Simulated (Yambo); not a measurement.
Yambo run on LiHF$_{2}$ (space group R-3m, No. 166). The wavefunctions are norm-conserving PBEsol (Quantum ESPRESSO, 84 Ry, without SOC) ones on a 6×6×6 mesh (9 occupied bands); a = b = c = 4.7162 Å, α = β = γ = 36.94°.

Yambo input:

```
rim_cut
gw0
dyson
el_el_corr
HF_and_locXC
cohsex
em1s
RandQpts= 1000000
RandGvec= 1 Ry
EXXRLvcs= 84 Ry
VXCRLvcs= 336 Ry
Chimod= "HARTREE"
% BndsRnXs
 1 | 76 |
%
NGsBlkXs= 10 Ry
% LongDrXs
 1.0 | 1.0 | 1.0 |
%
ExtendOut
% QPkrange
 1 | 1 | 9 | 10 |
 32 | 32 | 9 | 9 |
%
```

k points by index: 1 = Γ, 32 = Z.

The o-*.qp file then holds:

```
#    K-point    Band    Eo [eV]    E [eV]    E-Eo [eV]    Vxc [eV]    Vnlxc [eV]    Sc|Eo [eV]    Re(Z)    Im(Z)
#
    1    9    -0.198473    -5.469346    -5.270873    -22.64562    -30.82072    2.904225    1.000000    0.000000
    1    10    8.143352    9.104539    0.961187    -10.28630    -5.848181    -3.476936    1.000000    0.000000
    32    9    0.000000    -5.216403    -5.216403    -22.85763    -30.97682    2.902796    1.000000    0.000000
```
(The two width columns are left out.) Convergence of these settings isn't established.

Geometry relaxed with PBE+D3(BJ).

The structure is a Materials Project entry; no match was found in the copy of COD used, and its stability was not checked.
